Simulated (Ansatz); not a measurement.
A trial form of LiTa₄O

The calculation used DFT PBE, scalar-relativistic, plane waves, PAW in Ansatz. Cutoff 420 eV, Gaussian smearing, Γ-centred meshes. Cell and atoms relax first on a coarse mesh and then on a finer one. In between, the cell is made exact in the group found at 0.06 Å. In metals the finer mesh still leaves noise of several meV/atom or more. The steps can't lower the symmetry of their start. No spin polarisation in the relaxation; trial moments died out in a coarse test.

The guess for LiTa₄O was made by a generator: random cell by space group and Wyckoff sites (P4/mmm, No. 123). The dimensions are guesses.

```cif
data_structure
_symmetry_space_group_name_H-M 'P4/mmm'
_symmetry_Int_Tables_number 123
_cell_length_a 4.3508
_cell_length_b 4.3508
_cell_length_c 4.5734
_cell_angle_alpha 90.000
_cell_angle_beta 90.000
_cell_angle_gamma 90.000
_cell_volume 86.57
loop_
_atom_site_label
_atom_site_type_symbol
_atom_site_symmetry_multiplicity
_atom_site_Wyckoff_symbol
_atom_site_fract_x
_atom_site_fract_y
_atom_site_fract_z
_atom_site_occupancy
Li1 Li 1 d 0.50000 0.50000 0.50000 1
Ta1 Ta 4 m 0.70969 0.00000 0.50000 1
O1 O 1 b 0.00000 0.00000 0.50000 1
```

The zero of energy is the elements' standard structures at the same level (O₂ as a molecule); no fitted shifts are applied.

Question: Which structure results?

Answer: The symmetry stays P4/mmm (No. 123). The volume per atom grows by 45.1 %, from 14.4 to 20.9 Å³. The shortest distance goes from 1.26 Å (Ta–O) to 2.04 Å (Ta–O). The ratio c/a of the conventional cell changes by a factor of 0.37. The energy falls by about 24.8 eV/atom (the start's value is from the coarse mesh). Conventional cell: a = 6.833 Å, c = 2.690 Å. Around Li lie 2 Li at 2.69 Å; Ta is surrounded by 1 O at 2.04 Å and 5 Ta at 2.69–2.89 Å; around O lie 4 Ta at 2.04 Å.

```
Li Ta O
1.0
     6.83287    0.00000    0.00000
     0.00000    6.83287    0.00000
     0.00000    0.00000    2.69010
Li Ta O
1 4 1
Cartesian
  3.4164 3.4164 1.3451
  4.7907 0.0000 1.3451
  2.0422 0.0000 1.3451
  0.0000 4.7907 1.3451
  0.0000 2.0422 1.3451
  0.0000 0.0000 1.3451
```

Question: How does it come out in energy, and is it a metal?

Answer: The energy over the elements is +0.51 eV/atom and the gap on the 6×6×14 mesh of the 6-atom cell is 0 eV (a metal).

A positive value: parting into the elements would lower its energy.

The last run used Gaussian smearing of 0.10 eV. Spin–orbit coupling, which can matter for Ta, is left out. A structure relaxed within its symmetry needn't be a true minimum. In all, the 4 runs took 4.3 min on 1 thread of Arm Neoverse V2 (shared host). Another cell of LiTa4O relaxed alike, in P-6m2, lies 0.85 eV/atom lower, so this cell isn't the stable form at this level.
